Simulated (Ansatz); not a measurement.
## Cs5Ga3Se7: Coordination and ⁶⁹Ga quadrupole coupling

Cell: a structure deposited in the COD, its atoms then relaxed with PBE in this cell.

Space group C2/m (No. 12); a = 18.2330, b = 12.8890, c = 9.6680 Å, β = 108.20°.

```
site  Wyckoff  site symmetry       x       y       z
 Cs1       4i              m  0.4250  0.0000  0.3076
 Cs3       8j              1  0.2320  0.2059  0.2814
 Cs7       4h              2  0.5000  0.6499  0.5000
 Cs9       4g              2  0.5000  0.2127  0.0000
Ga11       4i              m  0.0719  0.0000  0.9425
Ga13       4i              m  0.3478  0.0000  0.6635
Ga15       4i              m  0.2136  0.0000  0.8171
Se17       4i              m  0.3523  0.0000  0.9268
Se19       8j              1  0.1441  0.1449  0.8860
Se23       4i              m  0.2031  0.0000  0.5620
Se25       8j              1  0.4030  0.1546  0.6044
Se29       4i              m  0.0661  0.0000  0.1912
```

One atom of each set is listed; the run and its k-mesh use a cell of 30 atoms with edges of 11.16, 11.16, 9.67 Å.

Method: Kohn–Sham DFT in Ansatz, PBE, plane waves and PAW, scalar-relativistic, 420 eV cutoff, Γ-centred 3×3×3 k-points, Fermi–Dirac smearing 0.02 eV.

Q(⁶⁹Ga) = 171.0 mb.

(1) Rank these Ga sites by |C_Q|, smallest first.
A. Ga11: 4 Se at 2.44 Å
B. Ga13: 4 Se at 2.38–2.52 Å
C. Ga15: 4 Se at 2.41–2.46 Å

Results:

(1) A (4.54 MHz, η = 0.20), C (8.96 MHz, η = 0.27), B (22.1 MHz, η = 0.95).
